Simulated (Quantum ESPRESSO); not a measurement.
# Planted mistakes on one cell of SiMgInGaP4

Calculated results; nothing here was measured. They come from pw.x of Quantum ESPRESSO 7.5, a plane-wave density functional program, with PseudoDojo standard norm-conserving files (v0.5 for PBE, v0.4.1 for LDA and PBEsol). The cells are made up: elements, strain and atom displacements were drawn at random, and nothing was relaxed. There is no spin polarisation, spin-orbit coupling or dispersion term.

The cell has 8 sites of a zincblende or diamond lattice. Sites 1 to 4 hold Si Mg In Ga; sites 5 to 8 hold P P P P. Cell vectors in Å: (5.610, -0.013, -0.066); (-0.013, 5.503, 0.015); (-0.066, 0.015, 5.391). Settings: PBE, cutoff 1143 eV, 4 x 4 x 4 k mesh shifted by half a step, Fermi-Dirac smearing of 0.025 eV.

The intended run has a self-consistency threshold of 1e-07 eV, a smearing term of 0.000 eV, a pressure of 7.67 GPa and 11 iterations. Each further run changes one thing: all lengths scaled by 1.0078; atoms of sites 3 and 5 exchanged; cutoff 599 eV; files of LDA; k mesh 2 x 2 x 2; one electron removed; smearing 0.63 eV; threshold 0.03 eV. A coarse mesh keeps the shift, and a charged cell sits in a uniform background.

```
run  change of free energy (eV)  smearing term -TS (eV)  change of P (GPa)  largest change of a force component (eV/Å)  iterations
  A                      -0.783                  -2.502               1.11                                       0.152          10
  B                       0.405                   0.000               0.34                                       0.055          11
  C                      29.698                   0.000            -138.22                                       0.058          10
  D                       0.002                   0.000              -0.05                                       0.110           5
  E                       3.444                  -0.004               1.77                                       2.711          11
  F                      -6.596                  -0.007             -11.23                                       0.224          12
  G                       7.401                   0.000              -4.83                                       0.255          10
  H                      -0.161                   0.000              -2.19                                       0.148          11
```

A rerun of the intended cell at 1437 eV and k mesh 6 x 6 x 6 moved values by no more than 0.008 eV in the cell's energy, 0.02 GPa in stress and 0.004 eV/Å in force.

Question: which change belongs to which run?

## Worked reading

Run D has the fewest iterations, as a run stopped early does. Run A has the largest smearing term, as wide smearing gives. Run C has a higher energy and the largest fall in pressure, as too small a basis gives. Run H changes the volume by a factor of 1.0236; minus its pressure change over the logarithm of that factor, 94 GPa, is a rough bulk modulus with clamped atoms. Energies from files of another functional, or of a charged cell, have another zero and say nothing on stability; the pressure of a charged cell rests on the program's zero of potential too.

## Key

```
run,change
A,smearing 0.63 eV
B,k mesh 2 x 2 x 2
C,cutoff 599 eV
D,threshold 0.03 eV
E,atoms of sites 3 and 5 exchanged
F,one electron removed
G,files of LDA
H,all lengths scaled by 1.0078
```